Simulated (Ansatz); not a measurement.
BN (wurtzite)

```xyz
4
Lattice="2.5440 0.0000 0.0000 -1.2720 2.2031 0.0000 0.0000 0.0000 4.2077" Properties=species:S:1:pos:R:3 pbc="T T T"
B      1.2720     0.7344     4.2073
B      0.0000     1.4688     2.1034
N      1.2720     0.7344     2.6311
N      0.0000     1.4688     0.5272
```

In this cell atom 1 (B, nearest neighbour N at 1.561 Å; its periodic images, 2.5 Å or more away, move with it) is moved by u·(1.000, 0.000, 0.000) + v·(0.000, 1.000, 0.000); the rest is frozen.

The numbers are results of r2SCAN (plane waves to 500 eV, PAW, scalar-relativistic; Ansatz, a first-principles code), not measurements. k mesh 12×12×6 (Γ-centred), Fermi-Dirac smearing 0.05 eV. E stands for the smeared free energy. Points where atoms come too close for the PAW data are left out (x in tables, blank in figures). BN was relaxed with its symmetry unable to fall. The zero of ΔE is the undisplaced structure. Axes are in Å.

```
ΔE (eV/cell)  u = -0.520  u = -0.260  u = 0.000  u = 0.260   u = 0.520
------------  ----------  ----------  ---------  ---------  ----------
v = -0.520         3.633           x          x          x       3.633
v = -0.260    (withheld)       1.276      1.071      1.276  (withheld)
v = 0.000     (withheld)       0.851      0.000      0.851  (withheld)
v = 0.260              x       2.169      0.640      2.169           x
v = 0.520              x           x      1.789          x           x
```

Problem. Fill in the missing entries.

Solution. 
- v = -0.260, u = -0.520: 2.077
- v = -0.260, u = 0.520: 2.077
- v = 0.000, u = -0.520: 3.442
- v = 0.000, u = 0.520: 3.442

(For displaced atoms, the force is minus the slope of the energy, and its curvature is a force constant, which sets phonon frequencies.)
